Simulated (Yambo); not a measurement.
CsCdF3: lowest vertical excitons

```xyz
5
Lattice="4.4868 0.0000 0.0000 0.0000 4.4868 0.0000 0.0000 0.0000 4.4868" Properties=species:S:1:pos:R:3 pbc="T T T"
F      0.0000     2.2434     2.2434
F      2.2434     0.0000     2.2434
F      2.2434     2.2434     0.0000
Cd     2.2434     2.2434     2.2434
Cs     0.0000     0.0000     0.0000
```

The geometry is that of Materials Project entry mp-8399, symmetrised and not relaxed again.

BSE in Yambo on norm-conserving PBEsol (Quantum ESPRESSO, 102 Ry, scalar-relativistic) bands: 8×8×8 mesh, 9 valence and 3 conduction bands, static screening with 56 bands and a 3 Ry block, scissor 3.17 eV, Tamm-Dancoff; field along x.

```
state  energy (eV)  states within 2 meV  relative strength   class    main transitions
-----  -----------  -------------------  -----------------  ------  ------------------
1             6.69                    3               1.00  strong  several band pairs
2             6.93                    3             < 0.01    dark  several band pairs
3             7.17                    3               0.16  strong  several band pairs
4             7.29                    3             < 0.01    dark  several band pairs
5             7.32                    3             < 0.01    dark  several band pairs
6             7.38                    2             < 0.01    dark  several band pairs
```

These are vertical excitations (zero momentum); the indirect quasiparticle gap, about 6.19 eV, is smaller than the direct one (7.48 eV on the GW mesh). The direct quasiparticle gap on this mesh is 7.48 eV; counted from there, state 1 is bound by 0.79 eV. Convergence with the mesh was not shown.

Spin singlets only. Strengths are relative to the strongest of the lowest states of this run; strong means a line over 3 % of the spectrum's maximum, dark under 0.03 %. Absolute energies carry the error of the G0W0 scissor, whose convergence isn't established.

Spin-orbit splittings are left out. The cell is held in this high symmetry; tilts and polar distortions were not searched.

The structure is a Materials Project entry; no match was found in the copy of COD used, and its stability was not checked.
